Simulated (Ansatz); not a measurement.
NbAs in space group I4_1md (No. 109; Nb on 4a, As on 4a) at seven volumes, DFT-LDA in the program Ansatz with PAW potentials, shape and atoms relaxed at each. One row is withheld.

| V (Å³/atom) | P (GPa) |
|---|---|
| 15.319 | 21.08 |
| 15.824 | 12.93 |
| 16.329 | 5.95 |
| 16.834 | 0.00 |
| 17.339 | -5.08 |
| 17.844 | ? |
| 18.349 | -13.09 |

Q: Fit the shown pressures and predict the withheld one.

A: P = (3/2)B₀(x^(7/2) − x^(5/2))[1 + (3/4)(B′ − 4)(x − 1)] with x = (V₀/V)^(2/3). Least squares on the six rows gives V₀ = 16.835 Å³/atom, B₀ = 183 GPa, B′ = 4.27. At V = 17.844, x = 0.9619 and P = -9.41 GPa. The run itself gave -9.41 GPa.

The LDA relaxation kept the symmetry of its start. No spin polarisation was allowed.

Potentials: the later of the program's two PAW sets.
